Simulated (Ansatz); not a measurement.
The structure comes from a relaxation in the same program, started in the rocksalt type. Whether it is a known phase or the ground state wasn't checked. The listed cell was then made from it by scaling, straining or moving an atom.

TiN: DFT, PBE, PAW with Ansatz's default frozen-core files, scalar-relativistic (Ansatz 0.2.0). What sets it apart from a plain run of this crystal: volume scaled by 1.06.

Command: `ansatz run input.yaml --threads 1 --pin off --max-ram 2048MiB --backend cpu --events-out ev --progress --plain --runs-dir out` The run took 2.9 s on 1 thread of Arm Neoverse V2, on a shared host, peak memory 0.35 GiB.

```yaml
crystal:
  lattice:
    - [0.0, 2.1650869279, 2.1650869279]
    - [2.1650869279, 0.0, 2.1650869279]
    - [2.1650869279, 2.1650869279, 0.0]
  atoms:
    - { symbol: Ti, position: [0.0, 0.0, 0.0] }
    - { symbol: "N", position: [0.5, 0.5, 0.5] }
kpoints:
  mp_grid: { grid: [16, 16, 16] }
scf:
  occupations: { method: fermi_dirac, width: 0.03 }
hamiltonian:
  xc: pbe
  pseudopotentials: { kind: paw }
output:
  forces: true
  stress: true
  eigenvalues: true
  efg: { contact_densities: true }
```

Output (standing set-up lines are left out):

```
Crystal: 2 atoms, lattice volume = 20.298 Å³
Basis set: ecut = 420 eV, 411 PW (Γ), exchange–correlation on 48×48×48 points (8 copies of the dense FFT grid, shifted against one another)
SCF iter   1: F=—  HF=-2887.055608 eV  |F-HF|=—  |Δ(HF+E_count)|=         —  Δρ=1.38e-3  dr2=1.80e-4  ethr=1.77e-3  ⟨swp⟩=4.3  Hψ=8476  notcnv=0
preconditioner: auto → none  [metal: Δε(μ)=0.003 eV  Ē_g=9.144 eV  σ=0.030 eV  W_gap=0.02  n_scr=8 (ndim 8)  ℏωp=24.7 eV  f_vac=0.000  D(μ)=1.32/eV (n_scr^D=14)  sad-step TF]
SCF iter   2: F=—  HF=-2887.055223 eV  |F-HF|=—  |Δ(HF+E_count)|=   3.85e-4  Δρ=7.71e-4  dr2=6.03e-5  ethr=1.06e-6  ⟨swp⟩=2.1  Hψ=3707  notcnv=0
SCF iter   3: F=—  HF=-2887.055268 eV  |F-HF|=—  |Δ(HF+E_count)|=   4.58e-5  Δρ=7.92e-5  dr2=1.07e-6  ethr=3.55e-7  ⟨swp⟩=2.7  Hψ=3026  notcnv=0
iter 4 did not close the SCF: its close was put off for the readings that it lacked (scf_convergence_deferred on its scf_iter line)
SCF iter   4: F=-2887.055268 eV  HF=-2887.055268 eV  |F-HF|=2.66e-8  |Δ(HF+E_count)|=   3.82e-8  Δρ=1.99e-5  dr2=4.96e-8  ethr=6.32e-9  ⟨swp⟩=2.1  Hψ=2323  notcnv=0
iter 5 did not close the SCF: its close was put off for the readings that it lacked (scf_convergence_deferred on its scf_iter line)
SCF iter   5: F=-2887.055268 eV  HF=-2887.055268 eV  |F-HF|=1.53e-9  |Δ(HF+E_count)|=   8.94e-9  Δρ=5.02e-6  dr2=2.41e-9  ethr=2.92e-10  ⟨swp⟩=2.0  Hψ=3114  notcnv=0
SCF iter   6: F=-2887.055268 eV  HF=-2887.055268 eV  |F-HF|=6.55e-11  |Δ(HF+E_count)|=   2.35e-9  Δρ=9.61e-7  dr2=8.89e-11  ethr=1.42e-11  ⟨swp⟩=1.5  Hψ=5860  notcnv=0
SCF 1 converged in 6 iterations: F = -2887.055268 eV  dr2 = 8.89e-11
  greatest PAW one-centre occupation: 0.999 electrons in one spin orbital (limit 2), on the Ti atom at site 0 (counted from 0), in its partial waves of l = 0
SCF converged after 6 iterations
Free energy (F): -2887.055268 eV
Harris-Foulkes:  -2887.055268 eV  (|F-HF|=6.55e-11)
Internal energy: -2887.051689 eV  (E = F + TS)
E sigma→0 (E₀):  -2887.053479 eV
Entropy (-TS):   -0.003580 eV (-1.790 meV/atom)
Fermi energy:    15.971322 eV
--- Per-component energies (eV) ---
  E_band       = -110.533628
  E_kinetic    = 402.795854
  E_local      = -829.349134  (includes V_loc(G=0)·N_el)
  E_nonlocal   = 51.136977
  E_hartree    = 326.479169
  E_xc         = -158.788115
  E_vxc        = -200.072906  (∫ρ·V_xc dr)
  E_paw        = -1173.560584  (= ΣΔE_a)
  E_vpaw       = -188.003121  (= ΣTr[D̂ρ^β])
  E_aug_tail   = 0.000210  (compensation charges beyond the density's cutoff)
  E_ewald      = -1505.766067
  E_smearing   = -0.003580  (= −TS)
  E_closure    = 0.000000  (closes the sum)
  Σ components = -2887.055268   (vs F -2887.055268, Δ=0.00e0)
--- Forces (eV/Å), atoms counted from 1 ---
  atom   1  Ti    -0.00000000     0.00000000     0.00000000
  atom   2  N      0.00000000    -0.00000000     0.00000000
  max |Σ_I F_I| component: 7.49e-30 eV/Å
--- Stress (GPa, compression-positive) ---
      -14.247662      -0.000000      -0.000000
        0.000000     -14.247662       0.000000
       -0.000000      -0.000000     -14.247662
  P = ⅓ Tr σ = -14.2477 GPa (-142.477 kbar)
--- PAW observables at the nuclei: V_zz in 10²¹ V/m², potentials from the cell's mean, atoms counted from 1 ---
  atom   1  Ti V_zz =    +0.000000   η = 0.0000   by run symmetry: forbidden
            electrostatic potential = -2532.700366 V   contact ρ = 56783.657978 e/Å³
  atom   2  N  V_zz =    -0.000000   η = 0.0000   by run symmetry: forbidden
            electrostatic potential = -520.820582 V   contact ρ = 1414.896844 e/Å³
--- Band table (eV; the first three rows and the last of 145) ---
  k-point 0: bands = ["-41.9678", "-17.9922", "-17.9922", "-17.9922", "-0.7703", "14.0000", "14.0000", "14.0000", "15.4020", "15.4020", "15.4020", "16.4912", "16.4912"]
  k-point 1: bands = ["-41.9651", "-18.0125", "-17.9939", "-17.9939", "-0.7013", "13.5764", "13.6948", "13.6948", "15.5074", "15.5074", "15.6090", "16.8070", "16.8070"]
  k-point 2: bands = ["-41.9572", "-18.0699", "-17.9989", "-17.9989", "-0.5009", "12.6929", "13.0866", "13.0866", "15.7288", "15.7288", "15.9341", "17.5312", "17.5312"]
  k-point 144: bands = ["-41.8705", "-18.2893", "-18.2893", "-18.1724", "0.9975", "10.6982", "10.6982", "10.8682", "16.8045", "16.8045", "18.1249", "18.7198", "19.5021"]
```

Spin polarisation is left out, and whether a magnetic state lies lower isn't shown here.
